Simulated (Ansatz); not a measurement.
A distorted cell of Sn (diamond):

```xyz
4
Lattice="0.0000 6.6554 6.6554 3.3277 0.0000 3.3277 3.3277 3.3277 0.0000" Properties=species:S:1:pos:R:3 pbc="T T T"
Sn     1.6895     1.6170     1.7363
Sn     1.6382     5.0383     4.9191
Sn    -0.0257     0.0468    -0.0725
Sn     3.3534     3.2809     6.7278
```

Calculation: PBE (plane waves to 420 eV, PAW, scalar-relativistic; Ansatz, a first-principles code). k mesh 6×12×12 (Γ-centred), Fermi-Dirac smearing 0.05 eV. Compression counts positive. With partly filled bands, energies and forces of such displacements shift with the k mesh and the smearing. Sn was relaxed with its symmetry unable to fall. The relaxed volume of Sn is well above the measured one; the method has no dispersion term.

Task: Predict the force on every atom, in eV/Å.

Result: 
| atom | Fx | Fy | Fz |
|---|---|---|---|
| Sn1 | -0.543 | 0.727 | -1.011 |
| Sn2 | 0.144 | -0.510 | 0.860 |
| Sn3 | 0.543 | -0.727 | 1.011 |
| Sn4 | -0.144 | 0.510 | -0.860 |

Task: Give the stress tensor in GPa and the pressure.

Result: 
```
    0.7     -0.2      0.2
   -0.2      0.6     -0.4
    0.2     -0.4      0.3
```
The pressure, a third of the trace, is 0.5 GPa.

(For displaced atoms, the force is minus the slope of the energy, and its curvature is a force constant, which sets phonon frequencies.)
